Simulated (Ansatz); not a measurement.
The elements of this relaxed trial crystal are hidden behind letters.

```
lattice vectors (Å)
  -2.3202    2.3202   16.3320
   2.3202   -2.3202   16.3320
   2.3202    2.3202  -16.3320
fractional positions
X 0.7007 0.7007 0.0000
X 0.2993 0.2993 0.0000
X 0.5000 0.5000 0.0000
Z 0.8996 0.8996 0.0000
Z 0.1004 0.1004 0.0000
Q 0.3483 0.8483 0.5000
Q 0.9510 0.4510 0.5000
Q 0.5490 0.0490 0.5000
Q 0.1517 0.6517 0.5000
Q 0.7500 0.2500 0.5000
```

All numbers below come from Ansatz, DFT PBE, scalar-relativistic, plane waves, PAW. Settings of the last relaxation (10-atom cell): 420 eV, 8×8×8 k points, Gaussian smearing of 0.02 eV, no spin polarisation.

```
Space group                               : I-4m2 (No. 119)
Conventional cell                         : a = 4.640 Å, c = 32.664 Å
Volume per atom                           : 35.17 Å³
Density                                   : 4.42 g/cm³
Formation energy                          : −0.713 eV/atom
Gap on the 8×8×8 mesh of the 10-atom cell : 1.53 eV
```

Energies are uncorrected and count from the elements' standard states at the same level.

Q: X is an s-block element of period 3, Z is a d-block element of period 5 and Q is a p-block element of period 5. Which elements are they?

A: X = Mg, Z = Cd, Q = Te, so the formula is Mg3Cd2Te5. Density times volume gives a mean mass of 4.42 × 35.17/1.6605 = 93.6 u per atom, and this set has 93.6 u. Among the elements that the hints allow, noble gases aside, only these give it. Mg on a site of symmetry 2mm is surrounded by 4 Te at 2.82 Å; Cd is surrounded by 4 Te at 2.86 Å; Te on a site of symmetry 2mm is surrounded by 2 Mg at 2.82 Å and 2 Cd at 2.86 Å; 3 more sites not described.

Spin–orbit coupling, which can matter for Te, is left out. Kohn–Sham gaps at this level usually fall short of measured ones. The missing spin–orbit coupling can work the other way here. A later test with randomly moved atoms came back to the same energy, though modes that don't fit the test's cell weren't probed.
